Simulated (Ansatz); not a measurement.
A plane-wave DFT run in Ansatz 0.2.0 (scalar-relativistic PAW potentials unless the input names others): input and command.

```yaml
crystal:
  lattice:
    - [-3.3135282586, 3.6257979374, 3.469663098]
    - [3.3135282586, -3.6257979374, 3.469663098]
    - [3.3135282586, 3.6257979374, -3.469663098]
  atoms:
    - { symbol: Ge, position: [0.5, 0.0, 0.7958385093] }
    - { symbol: Ge, position: [0.7958385093, 0.5, 0.0] }
    - { symbol: Ge, position: [0.0, 0.7958385093, 0.5] }
    - { symbol: Ge, position: [0.7041614907, 0.7041614907, 0.7041614907] }
    - { symbol: Ge, position: [0.5, 0.0, 0.2041614907] }
    - { symbol: Ge, position: [0.2041614907, 0.5, 0.0] }
    - { symbol: Ge, position: [0.0, 0.2041614907, 0.5] }
    - { symbol: Ge, position: [0.2958385093, 0.2958385093, 0.2958385093] }
basis:
  ecutwfc: 420
  ecutrho_ratio: 8
kpoints:
  mp_grid: { grid: [8, 8, 8] }
hamiltonian:
  xc: pbesol
scf:
  occupations: { method: gaussian, width: 0.15 }
  mixing: { algorithm: msr1, beta: 0.2, ndim: 16 }
output:
  forces: true
  eigenvalues: true
  stress: true
```

```bash
ansatz run input.yaml --threads 2 --pin off --max-ram 5120MiB --backend cpu --events-out ev --progress --plain --runs-dir out
```

Abridged log:
```
Pseudopotentials: kind: paw
Pseudopotential: Ge, paw, valence charge 14, recommended cutoff 420 eV (normal)
Functional definition: PBEsol
Crystal: 8 atoms, lattice volume = 166.741 Å³
Basis set: ecut = 420 eV, 3229 PW (Γ), exchange–correlation on 120×120×120 points (8 copies of the dense FFT grid, shifted against one another)
Bands: 68, of which v1, the nominal top of the filled ones, is band 56 counted from 1 (55 counted from 0)
Symmetry: 8 space group operations
Space group: Ibca (ITA 73), of the structure as read, at distance tolerance 5.5e-5 Å
k-points: 95 of 512
Initial density: superposition of atomic densities (neutral atoms: chi_scale 0, normalization atom), corrected by the library's trained network
Initial wavefunctions: pseudopotential atomic-orbital guess
Functional: x = pbesol(κ = 0.804, μ = 0.12345679), c = pbesol(β = 0.046)
SCF iter   1: F=—  HF=-34026.844827 eV  |F-HF|=—  |Δ(HF+E_count)|=         —  Δρ=2.13e-3  dr2=6.07e-3  ethr=1.77e-3  ⟨swp⟩=5.4  Hψ=22558  notcnv=0
SCF iter   2: F=—  HF=-34026.839993 eV  |F-HF|=—  |Δ(HF+E_count)|=   4.83e-3  Δρ=2.09e-3  dr2=5.31e-3  ethr=5.42e-6  ⟨swp⟩=2.8  Hψ=10918  notcnv=0
SCF iter   3: F=—  HF=-34026.838872 eV  |F-HF|=—  |Δ(HF+E_count)|=   1.12e-3  Δρ=9.74e-4  dr2=1.67e-3  ethr=4.74e-6  ⟨swp⟩=2.0  Hψ=9844  notcnv=0
SCF iter   4: F=—  HF=-34026.839830 eV  |F-HF|=—  |Δ(HF+E_count)|=   9.58e-4  Δρ=1.07e-3  dr2=7.72e-4  ethr=1.49e-6  ⟨swp⟩=2.0  Hψ=11340  notcnv=0
SCF iter   5: F=—  HF=-34026.839140 eV  |F-HF|=—  |Δ(HF+E_count)|=   6.90e-4  Δρ=8.47e-4  dr2=4.78e-4  ethr=6.89e-7  ⟨swp⟩=2.0  Hψ=9810  notcnv=0
SCF iter   6: F=—  HF=-34026.838851 eV  |F-HF|=—  |Δ(HF+E_count)|=   2.89e-4  Δρ=4.89e-4  dr2=1.79e-4  ethr=4.27e-7  ⟨swp⟩=2.0  Hψ=9803  notcnv=0
SCF iter   7: F=—  HF=-34026.838756 eV  |F-HF|=—  |Δ(HF+E_count)|=   9.44e-5  Δρ=3.57e-4  dr2=9.59e-5  ethr=1.60e-7  ⟨swp⟩=2.0  Hψ=9810  notcnv=0
SCF iter   8: F=—  HF=-34026.838691 eV  |F-HF|=—  |Δ(HF+E_count)|=   6.53e-5  Δρ=5.75e-5  dr2=2.44e-6  ethr=8.56e-8  ⟨swp⟩=2.0  Hψ=11329  notcnv=0
SCF iter   9: F=-34026.838689 eV  HF=-34026.838689 eV  |F-HF|=6.90e-8  |Δ(HF+E_count)|=   2.23e-6  Δρ=7.59e-6  dr2=4.94e-8  ethr=8.93e-11  ⟨swp⟩=6.6  Hψ=28182  notcnv=0
SCF 1 converged in 9 iterations: F = -34026.838689 eV  dr2 = 4.94e-8
SCF converged after 9 iterations
Free energy (F): -34026.838689 eV
Harris-Foulkes:  -34026.838689 eV  (|F-HF|=6.90e-8)
Internal energy: -34026.818911 eV  (E = F + TS)
E sigma→0 (E₀):  -34026.828800 eV
Entropy (-TS):   -0.019778 eV (-2.472 meV/atom)
Fermi energy:    9.408179 eV
--- Forces (eV/Å), atoms counted from 1 ---
  atom   1  Ge     0.08662199    -0.32206603    -0.19146147
  atom   2  Ge    -0.08662199    -0.32206603     0.19146147
  atom   3  Ge     0.08662199     0.32206603     0.19146147
  atom   4  Ge    -0.08662199     0.32206603    -0.19146147
  atom   5  Ge    -0.08662199     0.32206603     0.19146147
  atom   6  Ge     0.08662199     0.32206603    -0.19146147
  atom   7  Ge    -0.08662199    -0.32206603    -0.19146147
  atom   8  Ge     0.08662199    -0.32206603     0.19146147
--- Stress (GPa, compression-positive) ---
        5.007915       0.000000       0.000000
        0.000000      -4.154471       0.000000
        0.000000       0.000000       0.669540
  P = ⅓ Tr σ = 0.5077 GPa (5.077 kbar)
```

Apart from outputs and empty bands, the input differs from a reference run on usual settings in scf.mixing.algorithm: not typed → "msr1"; scf.mixing.beta: not typed → 0.2; scf.mixing.ndim: not typed → 16; basis.ecutrho_ratio: not typed → 8. The reference, at the same geometry (not necessarily relaxed), gave pressure 0.51 GPa, largest force 0.385 eV/Å, no gap on the mesh. This run converged in 9 SCF iterations (reference: 7) with an energy at zero smearing 0.01 meV/atom above the reference's, pressure 0.51 GPa, largest force 0.385 eV/Å, no gap on the mesh.

It took 33 s on 2 threads of Arm Neoverse V2, on a shared host, peak memory 1.1 GiB.